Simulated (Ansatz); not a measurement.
SiMo:
Space group P-6m2 (No. 187); a = b = 3.096 Å, c = 3.501 Å, α = β = 90.00°, γ = 120.00°

| atom | site | symmetry | x | y | z |
|---|---|---|---|---|---|
| Si | 1a | -6m2 | 0.0000 | 0.0000 | 0.0000 |
| Mo | 1d | -6m2 | 0.3333 | 0.6667 | 0.5000 |

Relaxed at zero pressure with plane-wave PAW PBEsol (Ansatz code).

Task: The volume is lowered by 3 % and shape and atoms relax at that volume. What pressure results, and how do the axes share the change?

Result: 6.8 GPa; a -1.3 %, b -1.3 %, c -0.4 %; the energy rises by 9 meV/atom.

Task: Give the new structure.

Result: 
Space group P-6m2 (No. 187); a = b = 3.056 Å, c = 3.487 Å, α = β = 90.00°, γ = 120.00°

```tsv
atom	site	symmetry	x	y	z
Si	1a	-6m2	0.0000	0.0000	0.0000
Mo	1d	-6m2	0.3333	0.6667	0.5000
```

The phase is kept; no other phase was compared at this pressure.

The first step of the workflow began from a Materials Project structure, measured or hypothetical; the Crystallography Open Database copy checked does not list it. Whether it is the stable phase at ambient conditions was not checked. Symmetry was held in the PBEsol relaxation; whether a distortion lowers the energy is not shown. The run is not spin-polarised.

Potentials: the later of the program's two PAW sets.
